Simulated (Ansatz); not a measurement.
CdSiP2:
Space group I-42d (No. 122); a = 5.6441 Å, b = 5.6441 Å, c = 10.4997 Å, α = 90.00°, β = 90.00°, γ = 90.00°

| atom | site | symmetry | x | y | z |
|---|---|---|---|---|---|
| Cd | 4a | -4.. | 0.0000 | 0.0000 | 0.0000 |
| Si | 4b | -4.. | 0.0000 | 0.0000 | 0.5000 |
| P | 8d | .2. | 0.2500 | 0.2073 | 0.3750 |
(The calculation used a cell of 8 atoms; values per cell refer to that cell.)

Relaxed with PBEsol.

Question: Which orbitals make up the states near the band edges in DFT-PBEsol in the program Ansatz with PAW potentials?

Answer: Top 1 eV of the valence band: P 3p 83 %, outside the projected shells 6 %. Bottom 1 eV of the conduction band: Si 3p 27 %, P 3p 23 %, P 3s 11 %, Si 3s 9 %, Cd 5s 5 %, outside the projected shells 24 %. Projections are on Löwdin-orthogonalised atomic valence shells; empty p or d shells of many metals are not among them.

Question: Tabulate the density of states.

Answer: States/eV per cell of 8 atoms, in 0.25 eV bins, energy from the valence-band maximum.

```
E (eV)  total  P 3p  Cd 4d  Si 3p
------  -----  ----  -----  -----
-7.85   26.94  0.51  25.14   0.39
-7.60    4.54  0.14   3.70   0.25
-7.35    0.82  0.10   0.42   0.08
-7.10    2.56  0.56   0.84   0.32
-6.85    3.04  0.88   0.63   0.44
-6.60    1.34  0.43   0.20   0.19
-6.35    0.92  0.34   0.10   0.15
-6.10    1.50  0.58   0.13   0.24
-5.85    3.10  1.21   0.23   0.41
-5.60    1.63  0.60   0.14   0.26
-5.35    0.87  0.31   0.08   0.15
-5.10    0.93  0.48   0.03   0.17
-4.85    1.98  1.07   0.06   0.36
-4.60    3.13  1.70   0.09   0.64
-4.35    4.81  2.68   0.13   1.22
-4.10    4.53  2.53   0.12   1.25
-3.85    5.15  2.94   0.12   1.30
-3.60    4.51  2.62   0.09   1.22
-3.35    5.15  3.03   0.09   1.33
-3.10    3.35  2.09   0.08   0.75
-2.85    2.57  1.72   0.08   0.38
-2.60    3.59  2.39   0.12   0.49
-2.35    4.44  3.02   0.15   0.55
-2.10    4.29  3.10   0.13   0.49
-1.85    5.08  3.77   0.15   0.52
-1.60    2.72  2.08   0.08   0.21
-1.35    5.91  4.67   0.16   0.38
-1.10    2.85  2.30   0.09   0.13
-0.85    5.40  4.33   0.18   0.29
-0.60    5.05  4.27   0.17   0.16
-0.35    4.43  3.81   0.16   0.12
-0.10    0.25  0.22   0.01   0.01
0.15     0.00  0.00   0.00   0.00
0.40     0.00  0.00   0.00   0.00
0.65     0.00  0.00   0.00   0.00
0.90     0.00  0.00   0.00   0.00
1.15     0.00  0.00   0.00   0.00
1.40     0.11  0.01   0.00   0.04
1.65     0.72  0.13   0.00   0.26
1.90     1.96  0.42   0.01   0.59
2.15     4.93  1.23   0.03   1.16
2.40     6.69  1.86   0.03   1.36
2.65     5.44  1.48   0.02   1.16
2.90     6.13  1.32   0.02   1.74
3.15     4.19  0.92   0.01   1.13
3.40     3.98  0.91   0.01   0.96
3.65     5.38  1.30   0.02   1.34
3.90     5.66  1.32   0.02   1.40
4.15     4.76  1.03   0.01   1.00
4.40     4.25  0.94   0.01   0.72
4.65     4.79  1.04   0.01   0.73
4.90     5.11  1.08   0.01   0.85
5.15     5.86  1.19   0.01   0.77
5.40     5.44  1.01   0.01   0.63
5.65     5.77  1.03   0.01   0.68
5.90     5.04  0.84   0.01   0.58
```

Symmetry was held in the PBEsol relaxation. Scalar-relativistic: spin–orbit coupling is off unless named, which matters more the heavier the elements.

Potentials: the later of the program's two PAW sets.
